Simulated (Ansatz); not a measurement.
In3SbTe2 in space group Immm (No. 71; In on 2a, In on 4i, Sb on 2d, Te on 4j) under volume change, plane-wave PAW PBEsol (Ansatz code), shape and atoms relaxed at each volume.

```json
[
 {"V (Å³/atom)": "25.899", "E − E(relaxed) (meV/atom)": "[?]", "P (GPa)": "[?]"},
 {"V (Å³/atom)": "26.753", "E − E(relaxed) (meV/atom)": "[?]", "P (GPa)": "[?]"},
 {"V (Å³/atom)": "27.606", "E − E(relaxed) (meV/atom)": "4.4", "P (GPa)": "1.71"},
 {"V (Å³/atom)": "28.460", "E − E(relaxed) (meV/atom)": "0.0", "P (GPa)": "0.00"},
 {"V (Å³/atom)": "29.314", "E − E(relaxed) (meV/atom)": "3.9", "P (GPa)": "-1.42"},
 {"V (Å³/atom)": "30.168", "E − E(relaxed) (meV/atom)": "14.8", "P (GPa)": "-2.62"}
]
```

**Question.** Some entries are withheld; supply them.

**Answer.** 
- 25.899, E − E(relaxed) (meV/atom): 45.3
- 25.899, P (GPa): 6.23
- 26.753, E − E(relaxed) (meV/atom): 18.9
- 26.753, P (GPa): 3.77

**Question.** What does a third-order Birch–Murnaghan fit give for V₀, B₀ and B′?

**Answer.** V₀ = 28.46 Å³/atom, B₀ = 52.0 GPa, B′ = 5.0.

The workflow started from a Materials Project entry (that database holds measured and hypothetical structures alike); the Crystallography Open Database copy checked does not list it. Whether it is the stable phase at ambient conditions was not checked. The PBEsol relaxation kept the symmetry of its start; whether a distortion lowers the energy is not shown. Scalar-relativistic: spin–orbit coupling is off unless named, which matters more the heavier the elements.

Potentials: the later of the program's two PAW sets.
